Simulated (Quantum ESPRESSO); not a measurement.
# Where does Si sit best among Ge sites?

The results below are calculated, not measured. They come from pw.x of Quantum ESPRESSO 7.5, a plane-wave density functional program, with PseudoDojo standard norm-conserving files (v0.5 for PBE, v0.4.1 for LDA and PBEsol). The cells are made up: elements, strain and atom displacements were drawn at random, and nothing was relaxed. There is no spin polarisation, spin-orbit coupling or dispersion term.

The cell has 8 sites of a zincblende or diamond lattice. Sites 1 to 4 hold X X X X; sites 5 to 8 hold Ge Ge Ge Ge. Cell vectors in Å: (5.809, 0.000, 0.000); (0.000, 5.809, 0.000); (0.000, 0.000, 5.809). Settings: PBE, cutoff 1061 eV, 6 x 6 x 6 k mesh shifted by half a step, Fermi-Dirac smearing of 0.1 eV.

In each run one of the sites marked X holds Si and the others hold Ge; cell and positions stay the same. E is the free energy of the cell.

| site of the guest | first shell | mean distance (Å) | E above the lowest (eV) | P (GPa) | force on the guest (eV/Å) |
| --- | --- | --- | --- | --- | --- |
| 1 | Ge4 | 2.592 | 0.185 | -1.27 | 1.591 |
| 2 | Ge4 | 2.522 | 0.104 | -1.38 | 0.944 |
| 3 | Ge4 | 2.511 | 0.051 | -1.44 | 2.834 |
| 4 | Ge4 | 2.460 | 0.000 | -1.50 | 0.789 |

A rerun of one of these cells at 1347 eV and k mesh 8 x 8 x 8 moved values by no more than 0.002 eV in the cell's energy, 0.02 GPa in stress and 0.007 eV/Å in force.

## Reading the table

Site 4 is lowest, by 0.051 eV, over three times the rerun's bound. A straight line of energy against the mean distance has a slope of 1.4 ± 0.2 eV/Å, so the guest costs less on the tighter sites. The positions are random and not relaxed, so the differences hold for this frozen cell and are not site preferences of a real crystal.